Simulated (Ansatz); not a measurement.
Mg2SO, ordered on the rocksalt lattice (P4/mmm) with 4 atoms a cell, relaxed with r2SCAN: 8 runs in the PAW code Ansatz, each a construction of maximally localised Wannier functions. It is tetragonal, P4/mmm (No. 123); conventional cell a = 3.408 Å, c = 4.761 Å, 13.83 Å³ an atom. Around O lie 6 Mg at 2.38–2.41 Å; around Mg lie 2 O at 2.38 Å and 4 S at 2.41 Å; around S lie 6 Mg at 2.38–2.41 Å; around Mg lie 2 S at 2.38 Å and 4 O at 2.41 Å. (Calculated; spin-unpolarised; the phase may be known or hypothetical.)

```yaml
crystal:
  lattice:
    - [3.40839, 0.00000, 0.00000]
    - [0.00000, 3.40839, 0.00000]
    - [0.00000, 0.00000, 4.76112]
  atoms:
    - { symbol: O, position: [0.00000, 0.00000, 0.00000] }
    - { symbol: Mg, position: [0.00000, 0.00000, 0.50000] }
    - { symbol: S, position: [0.50000, 0.50000, 0.50000] }
    - { symbol: Mg, position: [0.50000, 0.50000, 0.00000] }
```

Windows count from the top of the filled bands; a dash means that no such window was set (without an outer window there is no disentanglement). Rows marked drawn have settings drawn at random (some not listed).

| functional | SCF mesh | trial orbitals | functions | mesh | window (eV) | frozen (eV) | settings | Ω total (Å²) | Ω invariant (Å²) | largest spread (Å²) | least projectability | interpolation miss of the model's filled bands (eV, to the nearest computed level) |
| --- | --- | --- | --- | --- | --- | --- | --- | --- | --- | --- | --- | --- |
| PBE | 6×6×4 | O s, O p, S s, S p | 8 | 6×6×4 | – | – | chosen | 8.72 | 7.15 | 1.32 | 0.89 | 0.025 |
| PBE | 6×6×4 | O s, O p, S s, S p | 8 | 6×6×6 | – | – | chosen | 8.78 | 7.22 | 1.33 | 0.89 | 0.025 |
| PBE | 6×6×4 | O p, S p | 6 | 6×6×4 | – | – | chosen | 8.70 | 8.64 | 1.75 | 0.87 | 0.024 |
| r2SCAN | 6×6×4 | O s, O p, S s, S p | 8 | 6×6×4 | – | – | chosen | 8.40 | 6.86 | 1.28 | 0.90 | 0.018 |
| HSE06 | 6×6×4 | O s, O p, S s, S p | 8 | 6×6×4 | – | – | chosen | 8.40 | 6.85 | 1.29 | 0.91 | – |
| PBE | 6×6×4 | O s, O p, S s, S p | 8 | 5×5×5 | – | – | drawn | 8.65 | 7.09 | 1.30 | 0.90 | 0.067 |

Question: Estimate from these rows what the further settings give.

| functional | SCF mesh | trial orbitals | functions | mesh | window (eV) | frozen (eV) | settings |
| --- | --- | --- | --- | --- | --- | --- | --- |
| r2SCAN | 6×6×4 | O p, S p | 6 | 6×6×4 | – | – | chosen |
| PBE | 6×6×4 | O s, O p, S s, S p | 8 | 4×4×2 | – | – | chosen |

Answer:

| functional | SCF mesh | trial orbitals | functions | mesh | window (eV) | frozen (eV) | settings | Ω total (Å²) | Ω invariant (Å²) | largest spread (Å²) | least projectability | interpolation miss of the model's filled bands (eV, to the nearest computed level) |
| --- | --- | --- | --- | --- | --- | --- | --- | --- | --- | --- | --- | --- |
| r2SCAN | 6×6×4 | O p, S p | 6 | 6×6×4 | – | – | chosen | 8.38 | 8.34 | 1.71 | 0.88 | 0.017 |
| PBE | 6×6×4 | O s, O p, S s, S p | 8 | 4×4×2 | – | – | chosen | 8.12 | 6.59 | 1.24 | 0.89 | 0.145 |

A dash in the last column means that the miss wasn't evaluated.

For O s, O p, S s, S p with PBE the spread goes 8.12 Å² (4×4×2), 8.72 Å² (6×6×4), 8.78 Å² (6×6×6): finite differences on a coarse mesh understate it.
